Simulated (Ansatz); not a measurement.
## CuAu: relaxation (Ansatz)

input.yaml:

```yaml
crystal:
  lattice:
    - [6.15130632, 0.0, 0.0]
    - [0.0, 6.02629959, 0.0]
    - [0.0, 0.0, 3.28960734]
  atoms:
    - { symbol: Au, position: [0.184, 0.01, 0.25] }
    - { symbol: Au, position: [0.816, 0.99, 0.75] }
    - { symbol: Au, position: [0.684, 0.49, 0.75] }
    - { symbol: Au, position: [0.316, 0.51, 0.25] }
    - { symbol: Cu, position: [0.59, 0.195, 0.25] }
    - { symbol: Cu, position: [0.41, 0.805, 0.75] }
    - { symbol: Cu, position: [0.09, 0.305, 0.75] }
    - { symbol: Cu, position: [0.91, 0.695, 0.25] }
  symmetry: { tolerance: 0.0003 }
kpoints:
  mp_grid: { grid: [4, 4, 8], shift: [0, 0, 0] }
magnetization:
  spin_polarized: false
scf:
  occupations: { method: cold, width: 0.1558 }
  lower_state_search: "off"
hamiltonian:
  pseudopotentials: { kind: paw }
  xc: r2scan
basis:
  ecutwfc: 500
  fft_grid_basis: typed
relax:
  max_steps: 60
  cell: { p_target: 0.0 }
output:
  forces: true
  stress: true
  eigenvalues: true
  bader: true
  populations: true
  elf: true
  write_potential: true
  volumetric_format: npy
  dos:
    e_range: [-12, 8]
    de: 0.05
    projected: { site_lists: { Au: [Au], Cu: [Cu] } }
checkpoint:
  read: saved_state
```

The command:

```bash
ansatz run input.yaml --threads 2 --pin off --max-ram 2560MiB --backend cpu --events-out ev --progress --plain --runs-dir out
```

Origin of the cell: a known structure type with other elements, at an estimated volume, so it need not be a known compound.

The saved state is a converged single point of the same cell.

Steps («new basis» is an SCF on plane waves selected anew at the same cell):

| step | ΔF (meV/atom) | max force component (eV/Å) | P (GPa) | volume (Å³) | SCF iterations | step was |
| --- | --- | --- | --- | --- | --- | --- |
| 1 | 0.0 | 0.956 | 11.05 | 121.94 | 7 | accepted |
| 2 | -94.4 | 0.401 | -0.64 | 129.16 | 10 | accepted |
| 3 | -130.8 | 0.236 | -0.17 | 126.55 | 9 | accepted |
| 4 | -135.1 | 0.181 | 0.15 | 125.51 | 9 | accepted |
| 5 | -140.8 | 0.123 | 0.20 | 124.80 | 8 | accepted |
| 6 | -147.7 | 0.068 | -0.02 | 124.39 | 8 | accepted |
| 7 | -168.5 | 0.190 | -0.40 | 123.34 | 8 | accepted |
| 8 | -183.8 | 0.281 | 1.14 | 120.64 | 10 | accepted |
| 9 | -190.9 | 0.108 | 2.37 | 119.29 | 9 | accepted |
| 10 | -192.4 | 0.192 | -1.64 | 122.77 | 9 | accepted |
| 11 | -196.5 | 0.007 | 0.07 | 121.01 | 9 | accepted |
| 12 | -196.6 | 0.004 | 0.12 | 120.99 | 6 | accepted |
| 13 | -196.6 | 0.002 | -0.04 | 121.11 | 7 | accepted |
| 14 | -196.6 | 0.000 | 0.00 | 121.08 | 6 | accepted |
| 15 | -197.7 | 0.001 | 0.00 | 121.08 | 9 | new basis |
| 16 | -197.7 | 0.001 | 0.00 | 121.08 | 7 | accepted |
| 17 | -197.7 | 0.001 | 0.00 | 121.08 | 7 | new basis |

Step 1, with forces in eV/Å:

```xyz
8
Lattice="6.151 0.000 0.000 0.000 6.026 0.000 0.000 0.000 3.290" Properties=species:S:1:pos:R:3:forces:R:3 pbc="T T T" step=1
Au    1.132    0.060    0.822    0.619   -0.016    0.000
Au    5.019    5.966    2.467   -0.619    0.016    0.000
Au    4.207    2.953    2.467    0.619    0.016    0.000
Au    1.944    3.073    0.822   -0.619   -0.016    0.000
Cu    3.629    1.175    0.822   -0.956   -0.941    0.000
Cu    2.522    4.851    2.467    0.956    0.941    0.000
Cu    0.554    1.838    2.467   -0.956    0.941    0.000
Cu    5.598    4.188    0.822    0.956   -0.941    0.000
```

Step 2, with forces in eV/Å:

```xyz
8
Lattice="6.326 0.000 0.000 0.000 5.933 0.000 0.000 0.000 3.442" Properties=species:S:1:pos:R:3:forces:R:3 pbc="T T T" step=2
Au    1.204    0.103    0.860   -0.134   -0.003    0.000
Au    5.121    5.830    2.581    0.134    0.003    0.000
Au    4.367    2.864    2.581   -0.134    0.003    0.000
Au    1.959    3.069    0.860    0.134   -0.003    0.000
Cu    3.642    1.071    0.860   -0.401   -0.360    0.000
Cu    2.684    4.863    2.581    0.401    0.360    0.000
Cu    0.479    1.896    2.581   -0.401    0.360    0.000
Cu    5.847    4.037    0.860    0.401   -0.360    0.000
```

Step 3, with forces in eV/Å:

```xyz
8
Lattice="6.464 0.000 0.000 0.000 5.706 0.000 0.000 0.000 3.431" Properties=species:S:1:pos:R:3:forces:R:3 pbc="T T T" step=3
Au    1.171    0.145    0.858   -0.236   -0.071    0.000
Au    5.292    5.561    2.573    0.236    0.071    0.000
Au    4.403    2.708    2.573   -0.236    0.071    0.000
Au    2.060    2.998    0.858    0.236   -0.071    0.000
Cu    3.615    0.872    0.858    0.122    0.015    0.000
Cu    2.849    4.834    2.573   -0.122   -0.015    0.000
Cu    0.383    1.981    2.573    0.122   -0.015    0.000
Cu    6.081    3.725    0.858   -0.122    0.015    0.000
```

Step 4, with forces in eV/Å:

```xyz
8
Lattice="6.573 0.000 0.000 0.000 5.668 0.000 0.000 0.000 3.368" Properties=species:S:1:pos:R:3:forces:R:3 pbc="T T T" step=4
Au    1.163    0.137    0.842   -0.024   -0.039    0.000
Au    5.410    5.531    2.526    0.024    0.039    0.000
Au    4.450    2.697    2.526   -0.024    0.039    0.000
Au    2.124    2.971    0.842    0.024   -0.039    0.000
Cu    3.654    0.828    0.842    0.137    0.181    0.000
Cu    2.919    4.840    2.526   -0.137   -0.181    0.000
Cu    0.367    2.006    2.526    0.137   -0.181    0.000
Cu    6.206    3.662    0.842   -0.137    0.181    0.000
```

Step 5, with forces in eV/Å:

```xyz
8
Lattice="6.686 0.000 0.000 0.000 5.738 0.000 0.000 0.000 3.253" Properties=species:S:1:pos:R:3:forces:R:3 pbc="T T T" step=5
Au    1.196    0.113    0.813    0.004   -0.022    0.000
Au    5.490    5.625    2.440   -0.004    0.022    0.000
Au    4.538    2.756    2.440    0.004    0.022    0.000
Au    2.147    2.982    0.813   -0.004   -0.022    0.000
Cu    3.695    0.864    0.813    0.045    0.123    0.000
Cu    2.991    4.874    2.440   -0.045   -0.123    0.000
Cu    0.352    2.005    2.440    0.045   -0.123    0.000
Cu    6.334    3.734    0.813   -0.045    0.123    0.000
```

Step 6, with forces in eV/Å:

```xyz
8
Lattice="6.791 0.000 0.000 0.000 5.777 0.000 0.000 0.000 3.171" Properties=species:S:1:pos:R:3:forces:R:3 pbc="T T T" step=6
Au    1.221    0.092    0.793    0.055    0.005    0.000
Au    5.570    5.685    2.378   -0.055   -0.005    0.000
Au    4.616    2.797    2.378    0.055   -0.005    0.000
Au    2.175    2.981    0.793   -0.055    0.005    0.000
Cu    3.741    0.886    0.793   -0.039    0.068    0.000
Cu    3.050    4.891    2.378    0.039   -0.068    0.000
Cu    0.345    2.003    2.378   -0.039   -0.068    0.000
Cu    6.445    3.775    0.793    0.039    0.068    0.000
```

Step 7, with forces in eV/Å:

```xyz
8
Lattice="6.975 0.000 0.000 0.000 5.874 0.000 0.000 0.000 3.010" Properties=species:S:1:pos:R:3:forces:R:3 pbc="T T T" step=7
Au    1.271    0.060    0.753    0.074    0.019    0.000
Au    5.703    5.814    2.258   -0.074   -0.019    0.000
Au    4.759    2.877    2.258    0.074   -0.019    0.000
Au    2.216    2.998    0.753   -0.074    0.019    0.000
Cu    3.817    0.937    0.753   -0.190   -0.070    0.000
Cu    3.157    4.937    2.258    0.190    0.070    0.000
Cu    0.330    2.000    2.258   -0.190    0.070    0.000
Cu    6.645    3.874    0.753    0.190   -0.070    0.000
```

Step 8, with forces in eV/Å:

```xyz
8
Lattice="7.125 0.000 0.000 0.000 5.940 0.000 0.000 0.000 2.851" Properties=species:S:1:pos:R:3:forces:R:3 pbc="T T T" step=8
Au    1.303    0.050    0.713    0.062    0.041    0.000
Au    5.821    5.889    2.138   -0.062   -0.041    0.000
Au    4.866    2.919    2.138    0.062   -0.041    0.000
Au    2.259    3.020    0.713   -0.062    0.041    0.000
Cu    3.837    0.935    0.713   -0.033    0.281    0.000
Cu    3.287    5.004    2.138    0.033   -0.281    0.000
Cu    0.275    2.035    2.138   -0.033   -0.281    0.000
Cu    6.850    3.905    0.713    0.033    0.281    0.000
```

Step 9, with forces in eV/Å:

```xyz
8
Lattice="7.204 0.000 0.000 0.000 6.158 0.000 0.000 0.000 2.689" Properties=species:S:1:pos:R:3:forces:R:3 pbc="T T T" step=9
Au    1.339    0.038    0.672    0.085    0.046    0.000
Au    5.865    6.120    2.017   -0.085   -0.046    0.000
Au    4.941    3.041    2.017    0.085   -0.046    0.000
Au    2.263    3.117    0.672   -0.085    0.046    0.000
Cu    3.838    1.020    0.672   -0.108    0.011    0.000
Cu    3.366    5.138    2.017    0.108   -0.011    0.000
Cu    0.236    2.059    2.017   -0.108   -0.011    0.000
Cu    6.968    4.099    0.672    0.108    0.011    0.000
```

Step 10, with forces in eV/Å:

```xyz
8
Lattice="7.110 0.000 0.000 0.000 6.160 0.000 0.000 0.000 2.803" Properties=species:S:1:pos:R:3:forces:R:3 pbc="T T T" step=10
Au    1.341    0.062    0.701   -0.006   -0.016    0.000
Au    5.769    6.099    2.102    0.006    0.016    0.000
Au    4.897    3.018    2.102   -0.006    0.016    0.000
Au    2.214    3.142    0.701    0.006   -0.016    0.000
Cu    3.804    1.044    0.701   -0.093   -0.192    0.000
Cu    3.306    5.116    2.102    0.093    0.192    0.000
Cu    0.249    2.036    2.102   -0.093    0.192    0.000
Cu    6.861    4.124    0.701    0.093   -0.192    0.000
```

Step 12, with forces in eV/Å:

```xyz
8
Lattice="7.166 0.000 0.000 0.000 6.116 0.000 0.000 0.000 2.760" Properties=species:S:1:pos:R:3:forces:R:3 pbc="T T T" step=12
Au    1.344    0.059    0.690    0.001   -0.002    0.000
Au    5.822    6.058    2.070   -0.001    0.002    0.000
Au    4.927    2.999    2.070    0.001    0.002    0.000
Au    2.239    3.117    0.690   -0.001   -0.002    0.000
Cu    3.812    1.014    0.690    0.003    0.004    0.000
Cu    3.355    5.103    2.070   -0.003   -0.004    0.000
Cu    0.229    2.044    2.070    0.003   -0.004    0.000
Cu    6.938    4.072    0.690   -0.003    0.004    0.000
```

Step 17, with forces in eV/Å:

```xyz
8
Lattice="7.175 0.000 0.000 0.000 6.120 0.000 0.000 0.000 2.757" Properties=species:S:1:pos:R:3:forces:R:3 pbc="T T T" step=17
Au    1.347    0.058    0.689    0.000    0.001    0.000
Au    5.828    6.062    2.068    0.000   -0.001    0.000
Au    4.934    3.002    2.068    0.000   -0.001    0.000
Au    2.241    3.118    0.689    0.000    0.001    0.000
Cu    3.816    1.016    0.689    0.000    0.000    0.000
Cu    3.359    5.104    2.068    0.000    0.000    0.000
Cu    0.228    2.044    2.068    0.000    0.000    0.000
Cu    6.946    4.076    0.689    0.000    0.000    0.000
```

```
Free energy lowered by  : 197.7 meV/atom
Volume change           : -0.71 %
Final pressure          : 0.00 GPa
Relaxation steps listed : 17
```

Caveats: no moments, though an odd count or open d shells may carry them; no spin-orbit coupling, though heavy elements are present; the relaxation held the start's symmetry, so the end may be a saddle point; wide smearing.

The run took 15 min on 2 threads of Arm Neoverse V1, on a shared host, peak memory 1 GiB, from a saved density.
